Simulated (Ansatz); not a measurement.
Input:

AlC6:
```cif
data_C6Al
_chemical_formula_sum 'C6 Al1'
_space_group_name_H-M_alt 'P6/mmm'
_space_group_IT_number 191
_space_group_name_Hall '-P 6 2'
_cell_length_a 4.27003
_cell_length_b 4.27003
_cell_length_c 5.84382
_cell_angle_alpha 90.000
_cell_angle_beta 90.000
_cell_angle_gamma 120.000
loop_
_atom_site_label
_atom_site_type_symbol
_atom_site_symmetry_multiplicity
_atom_site_Wyckoff_symbol
_atom_site_fract_x
_atom_site_fract_y
_atom_site_fract_z
_atom_site_occupancy
C1 C 6 j 0.00000 0.33345 0.00000 1
Al1 Al 1 b 0.00000 0.00000 0.50000 1
```

This is the PBE+D3(BJ)-relaxed structure.

Question: All from PBE+D3(BJ) in the plane-wave PAW code Ansatz, unless another level is named. Predict the electronic character.

Answer: metallic (no gap).

Question: Next, the formation energy from the elements (no fitted shifts)?

Answer: 0.31 eV/atom.

Question: And the density of states at the Fermi level?

Answer: 0.32 states/eV per atom (mean over ±0.08 eV).

The start of the workflow was typed in or built on a structure type; neither database checked (COD, Materials Project) lists it. Its standing as an ambient phase is unchecked. The cell was relaxed with PBE+D3(BJ) under the symmetry of its start; whether a distortion lowers the energy is not shown. The volume moved by 33 % from the start of the relaxation. Its formation energy is positive at this level, so the cell may be metastable or incomplete. The references are the lowest solids computed at this level, not always the standard phases.

Potentials: the earlier of the program's two PAW sets.
